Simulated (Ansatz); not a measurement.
Relaxed-ion elastic tensor of YN (CsCl type, Pm-3m) in GPa (Voigt order), DFT-r²SCAN in the program Ansatz with PAW potentials; density 6.45 g/cm³, 13.25 Å³ per atom.

```
  505   -9.5   -9.5    0.0    0.0    0.0
 -9.5    505   -9.5    0.0    0.0    0.0
 -9.5   -9.5    505    0.0    0.0    0.0
  0.0    0.0    0.0  -75.5    0.0    0.0
  0.0    0.0    0.0    0.0  -75.5    0.0
  0.0    0.0    0.0    0.0    0.0  -75.5
```

Task: Is the crystal mechanically stable?

Result: No: the smallest eigenvalue of C is -75.5 GPa.

The start of the workflow was typed in or built on a structure type; neither database checked (COD, Materials Project) lists it. COD files the formula under space group No. 225, so this cell is another polymorph or a model. Its standing as an ambient phase is unchecked. Symmetry was held in the r²SCAN relaxation. At this level the phase is mechanically unstable. No spin polarisation was allowed. As this level gives no gap, shear constants depend on the k-mesh and smearing (Fermi–Dirac, 0.1 eV here).

Potentials: the earlier of the program's two PAW sets.
